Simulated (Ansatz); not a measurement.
## Sb₂Os: relaxation (Ansatz)

Run with:

```bash
ansatz run input.yaml --threads 2 --pin off --max-ram 3584MiB --backend cpu --events-out ev --progress --plain --runs-dir out
```

The input file (Ansatz 0.2.0, plane waves):

```yaml
crystal:
  lattice:
    - [5.973332, 0.0, 0.0]
    - [0.0, 6.723581, 0.0]
    - [0.0, 0.0, 3.22832]
  atoms:
    - { symbol: Os, position: [0.0, 0.0, 0.0], spin: 2, spin_axis: [0.0, 0.0, 1.0] }
    - { symbol: Os, position: [0.5, 0.5, 0.5], spin: 2, spin_axis: [0.0, 0.0, 1.0] }
    - { symbol: Sb, position: [0.1848, 0.3596, 0.0] }
    - { symbol: Sb, position: [0.8152, 0.6404, 0.0] }
    - { symbol: Sb, position: [0.6848, 0.1404, 0.5] }
    - { symbol: Sb, position: [0.3152, 0.8596, 0.5] }
  symmetry: { tolerance: 0.0003 }
kpoints:
  mp_grid: { grid: [3, 3, 6], shift: [0, 0, 0] }
magnetization:
  noncollinear: true
  spin_orbit: true
scf:
  occupations: { method: fermi_dirac }
  lower_state_search: "off"
hamiltonian:
  pseudopotentials: { kind: paw_fr }
  xc: r2scan
basis:
  ecutwfc: 500
  fft_grid_basis: typed
relax:
  max_steps: 60
  cell: { p_target: 0.0 }
  f_tol: 0.03
output:
  forces: true
  stress: true
  eigenvalues: true
  bader: true
  populations: true
  elf: true
  write_potential: true
  volumetric_format: npy
  dos:
    e_range: [-12, 8]
    de: 0.05
    projected: { site_lists: { Os: [Os], Sb: [Sb] } }
    method: { smearing: { sigma: 0.1, scheme: gaussian } }
checkpoint:
  read: saved_state
```

Origin of the cell: a database entry, scaled a little.

The smearing width isn't typed, so it takes its default of 0.1 eV.

The saved state is a converged single point of the same cell.

Steps («new basis» is an SCF on plane waves selected anew at the same cell):

| step | ΔF (meV/atom) | max force component (eV/Å) | P (GPa) | volume (Å³) | SCF iterations | step was |
| --- | --- | --- | --- | --- | --- | --- |
| 1 | 0.0 | 0.303 | 0.95 | 129.66 | 9 | accepted |
| 2 | 10.4 | 0.706 | -1.25 | 131.46 | 12 | rejected |
| 3 | -2.6 | 0.010 | -0.20 | 130.59 | 13 | accepted |
| 4 | -2.6 | 0.015 | -0.02 | 130.33 | 9 | accepted |
| 5 | -2.6 | 0.002 | -0.01 | 130.37 | 8 | accepted |
| 6 | -2.7 | 0.002 | 0.00 | 130.37 | 5 | new basis |

Before:

Space group Pnnm (No. 58); the run's cell has a = 5.973 Å, b = 6.724 Å, c = 3.228 Å, α = 90.00°, β = 90.00°, γ = 90.00°. Shortest distances: Os–Sb 2.65 Å, Sb–Sb 2.90 Å, Os–Os 3.23 Å.

The relaxed structure.

Space group Pnnm (No. 58); the run's cell has a = 5.963 Å, b = 6.723 Å, c = 3.252 Å, α = 90.00°, β = 90.00°, γ = 90.00°. Shortest distances: Os–Sb 2.65 Å, Sb–Sb 2.88 Å, Os–Os 3.25 Å.

```yaml
crystal:
  lattice:
    - [5.96297, 0.00000, 0.00000]
    - [0.00000, 6.72328, 0.00000]
    - [0.00000, 0.00000, 3.25181]
  atoms:
    - { symbol: Os, position: [0.00000, 0.00000, 0.00000] }
    - { symbol: Os, position: [0.50000, 0.50000, 0.50000] }
    - { symbol: Sb, position: [0.18214, 0.35894, 0.00000] }
    - { symbol: Sb, position: [0.81786, 0.64106, 0.00000] }
    - { symbol: Sb, position: [0.68214, 0.14106, 0.50000] }
    - { symbol: Sb, position: [0.31786, 0.85894, 0.50000] }
```

| Quantity | Value |
| --- | --- |
| Free energy lowered by | 2.7 meV/atom |
| Volume change | 0.55 % |
| Final pressure | 0.00 GPa |
| Relaxation steps listed | 6 |
| Formation energy (elements under the same functional, gases as molecules, uncorrected) | -0.044 eV/atom |
| Gap on the mesh | 0.74 eV |

Caveats: a starting moment was lost; the relaxation held the start's symmetry, so the end may be a saddle point.

The run took 14 min on 2 threads of Arm Neoverse V1, with other jobs on the host, peak memory 1.6 GiB, from a saved density.
